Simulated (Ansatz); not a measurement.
# KZnSe2O2: input and output

Input file of Ansatz 0.2.0:

```yaml
crystal:
  lattice:
    - [1.361497, -4.159345, 0.0]
    - [0.0, 2.302503, -3.721871]
    - [5.672626, 4.159345, 0.0]
  atoms:
    - { symbol: Se, position: [0.356, 0.644, 0.068] }
    - { symbol: Se, position: [0.644, 0.356, 0.932] }
    - { symbol: O, position: [0.102, 0.898, 0.306] }
    - { symbol: O, position: [0.898, 0.102, 0.694] }
    - { symbol: K, position: [0.5, 0.5, 0.5] }
    - { symbol: Zn, position: [0.0, 0.0, 0.0] }
  symmetry: { tolerance: 0.0003 }
kpoints:
  mp_grid: { grid: [9, 9, 9], shift: [0, 0, 0] }
  band_path:
    path:
      - [0.0, 0.0, 0.0]
      - [0.0, 0.0, -0.5]
      - [-0.30864089, -0.30864089, -0.5]
      - [-0.30864089, -0.38271822, -0.19135911]
      - [-0.5, 0.0, 0.0]
      - [0.0, 0.0, 0.0]
      - [-0.34567956, -0.34567956, 0.0]
      - [-0.30864089, -0.34567956, -0.34567956]
      - [0.0, -0.5, -0.5]
      - [0.0, 0.0, 0.0]
    npoints: 6
magnetization:
  spin_polarized: false
scf:
  occupations: { method: gaussian, width: 0.1268 }
  lower_state_search: "off"
  max_iter: 200
hamiltonian:
  pseudopotentials: { kind: paw }
  xc: pbesol
basis:
  ecutwfc: 420
  fft_grid_basis: typed
output:
  forces: true
  stress: true
  eigenvalues: true
  bader: true
  populations: true
  elf: true
  write_potential: true
  volumetric_format: npy
  dos:
    e_range: [-12, 8]
    de: 0.05
    projected: { site_lists: { K: [K], O: [O], Se: [Se], Zn: [Zn] } }
checkpoint:
  read: saved_state
```

The saved state is an earlier solution for the same cell, perhaps on another mesh. 

Parts of the output:

```
Warning: crystal.lattice misses the space group found at crystal.symmetry.tolerance 3.0e-4 in a digit that the deck types, which is why this is a warning: making the lattice exact moves one of its numbers by a whole unit of that number's last typed decimal, or more. The operation that it misses by the most changes a squared length by the fraction 2.39e-6.
Pseudopotentials: kind: paw
Pseudopotential: Se, paw, valence charge 16, recommended cutoff 420 eV (normal), Se.paw.azcp
Pseudopotential: O, paw, valence charge 6, recommended cutoff 420 eV (normal), O.paw.azcp
Pseudopotential: K, paw, valence charge 9, recommended cutoff 420 eV (normal), K.paw.azcp
Pseudopotential: Zn, paw, valence charge 12, recommended cutoff 420 eV (normal), Zn.paw.azcp
Functional definition: PBEsol
  exchange = pbesol_x
  correlation = pbesol_c
Crystal: 6 atoms, lattice volume = 108.892 Å³
Basis set: ecut = 420 eV, 2139 PW (Γ), exchange–correlation on 60×60×96 points (8 copies of the dense FFT grid, shifted against one another)
Bands: 39, of which v1, the nominal top of the filled ones, is band 33 counted from 1 (32 counted from 0)
Symmetry: 12 space group operations
Space group: R-3m (ITA 166), of the structure as read, at distance tolerance 1.4e-3 Å
k-points: 85 of 729
Initial density: read from a saved state, or passed on in memory by an earlier SCF of this step, an earlier step, the calling program or the single point that the run made first
Functional: x = pbesol(κ = 0.804, μ = 0.1235), c = pbesol(β = 0.046)
Free energy (F): -16762.5724 eV
Harris-Foulkes:  -16762.5724 eV  (|F-HF|=7.78e-9)
Internal energy: -16762.5503 eV  (E = F + TS)
E sigma→0 (E₀):  -16762.5613 eV
Entropy (-TS):   -0.0221 eV (-3.685 meV/atom)
Fermi energy:    6.3263 eV
--- Per-component energies (eV) ---
  E_band       = -913.4662
  E_kinetic    = 963.8769
  E_local      = -9307.4579  (includes V_loc(G=0)·N_el)
  E_nonlocal   = -457.6222
  E_hartree    = 4271.4086
  E_xc         = -620.4573
  E_vxc        = -597.7332  (∫ρ·V_xc dr)
  E_paw        = -6589.7482  (= ΣΔE_a)
  E_vpaw       = -57.3427  (= ΣTr[D̂ρ^β])
  E_aug_tail   = 0.0029  (compensation charges beyond the density's cutoff)
  E_ewald      = -5025.5458
  E_core_change = 2.9927  (= ΣΔE_core)
  E_smearing   = -0.0221  (= −TS)
--- Forces (eV/Å), atoms counted from 1 ---
  atom   1  Se     0.2949     0.0965     0.0597
  atom   2  Se    -0.2949    -0.0965    -0.0597
  atom   3  O     -2.1264    -0.6961    -0.4306
  atom   4  O      2.1264     0.6961     0.4306
  atom   5  K      0.0000     0.0000     0.0000
  atom   6  Zn     0.0000     0.0000     0.0000
--- Stress (GPa, compression-positive) ---
       -0.7182      -1.6876      -1.0440
       -1.6876       3.8849      -0.3417
       -1.0440      -0.3417       4.2259
  P = ⅓ Tr σ = 2.4642 GPa (24.642 kbar)
--- Löwdin populations: 6 sites ---
  site symbol       q [e]
     0     Se     16.0222
     1     Se     16.0222
     2      O      6.8343
     3      O      6.8343
     4      K      8.2330
     5     Zn     10.6162
  spilling = 0.0067 (of n_electrons = 65.0000)
```

Origin: a known structure type with other elements, at an estimated volume, so it need not be a known compound. Caveats: many states at the Fermi level without spin polarisation, so a magnetic state may lie lower; atoms or cell far from equilibrium.
